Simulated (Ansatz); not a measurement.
CdAg (Pm-3m) as a metal

```
Cd Ag
1.0
     3.30840    0.00000    0.00000
     0.00000    3.30840    0.00000
     0.00000    0.00000    3.30840
Cd Ag
1 1
Direct
  0.50000 0.50000 0.50000
  0.00000 0.00000 0.00000
```

Computed, not measured; unless marked otherwise by PBEsol, all-electron LAPW in Ansatz 0.2.0, scalar-relativistic. k mesh 10×10×10, fine mesh 16×16×16, Fermi-Dirac smearing of 0.080 eV, basis error target 1 meV/atom. The cell was relaxed by PAW under this functional.

Levels and slopes are solved on a 16×16×16 mesh, and each state is taken as quadratic over its cell.

What is the density of states at the Fermi level, and which bare Sommerfeld coefficient follows?

N(E_F) = 0.249 states/eV/atom (both spins), so γ = (π²/3) k_B² N(E_F) = 0.587 mJ/(mol-atom K²) without electron-phonon or spin-fluctuation enhancement.

What Drude plasma energy and σ/τ do the band velocities give?

(ħω_p,α)² = (e²/ε₀VN_k) Σ_nkσ (∂E/∂k_α)² δ(E − E_F) gives ħω_p = (9.06, 9.06, 9.06) eV along x, y, z, and σ/τ = ε₀ω_p² = 16.8×10²⁰ Ω⁻¹m⁻¹s⁻¹ along x. Weighted by the density of states, the mean Fermi speed is 1.49×10⁶ m/s; the surface has an area of 16.7 Å⁻² for each spin direction.

Which bands cross the Fermi level, and what do they carry?

| band | filled part | N (states/eV/cell) | speed (10⁶ m/s) | 5th to 95th percentile | area (Å⁻²) | filling |
| --- | --- | --- | --- | --- | --- | --- |
| 1 | 0.96 | 0.0733 | 1.38 | 1.04 to 1.78 | 2.28 | nearly full |
| 2 | 0.54 | 0.425 | 1.5 | 0.96 to 1.84 | 14.4 | partly filled |

Map the plane k₃ = 1/2 of the mesh: how many bands lie under the Fermi level at each point, counted from the least on the plane?

k₁ runs to the right and k₂ upwards, each from −½ to ½ with 0 in the middle (the axes needn't be at right angles):
```
0000022222220000
0000222222222000
0002222222222200
0022222222222220
2222222222222222
2222222222222222
2222222222222222
2222222222222222
2222222222222222
2222222222222222
2222222222222222
0022222222222220
0002222222222200
0000222222222000
0000022222220000
0000022222220000
```

On PAW files the program sums the optical response inside the mesh cells, interband lines and its own Drude term. Where does ε₁ rise through zero (a sharp plasmon if ε₂ is small there), and how much light is reflected?

```
Fine mesh                         : 16, 16, 16
Window top                        : 30 eV
Line width                        : 0.2 eV
Drude damping                     : 0.2 eV
ε₁ rises through zero at x        : 6.59 eV
ε₂ there x                        : 1.94
Plasma energy (x, y, z)           : 9.219, 9.219, 9.219 eV
Reflectivity at 1 eV, x-polarised : 0.9514
Reflectivity at 2 eV, x-polarised : 0.5862
Reflectivity at 3 eV, x-polarised : 0.6512
```

The plasma energy here is the program's own sum at the run's smearing; it differs from the value above by up to 2 %, through mesh and smearing.

What does PAW give for the same cell?

N(E_F) = 0.249 states/eV/atom and ħω_p,x = 9.06 eV.

Keep in mind: filled d bands lie too high at this level, so their transitions start too early; these sums move with the mesh, by several per cent and more for small sheets; frozen-core PAW files fitted under PBE, their cores solved anew for the functional of the run.
